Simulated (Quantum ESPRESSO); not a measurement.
```cif
data_C8Ca4
_chemical_formula_sum 'C8 Ca4'
_space_group_name_H-M_alt 'C2/c'
_space_group_IT_number 15
_space_group_name_Hall '-C 2yc'
_cell_length_a 6.59566
_cell_length_b 4.16257
_cell_length_c 7.38410
_cell_angle_alpha 90.000
_cell_angle_beta 107.317
_cell_angle_gamma 90.000
loop_
_space_group_symop_operation_xyz
  'x, y, z'
  '-x, -y, -z'
  '-x, y, -z+1/2'
  'x, -y, z+1/2'
  'x+1/2, y+1/2, z'
  '-x+1/2, -y+1/2, -z'
  '-x+1/2, y+1/2, -z+1/2'
  'x+1/2, -y+1/2, z+1/2'
loop_
_atom_site_label
_atom_site_type_symbol
_atom_site_symmetry_multiplicity
_atom_site_Wyckoff_symbol
_atom_site_fract_x
_atom_site_fract_y
_atom_site_fract_z
_atom_site_occupancy
C1 C 8 f 0.28019 0.14052 0.06012 1
Ca1 Ca 4 e 0.00000 0.17452 0.25000 1
```
(The calculation used a cell of 6 atoms; values per cell refer to that cell.)

The geometry is that of Materials Project entry mp-1575, symmetrised and not relaxed again.

What does PBEsol (Quantum ESPRESSO, PseudoDojo norm-conserving, 82 Ry, without SOC) give for the electronic structure near the Fermi level?

The PBEsol gap is indirect, 1.88 eV, from 33 % of the way from X to Γ to Y; the smallest direct gap is 2.59 eV. 

The structure is a Materials Project entry; no match was found in the copy of COD used, and its stability was not checked.
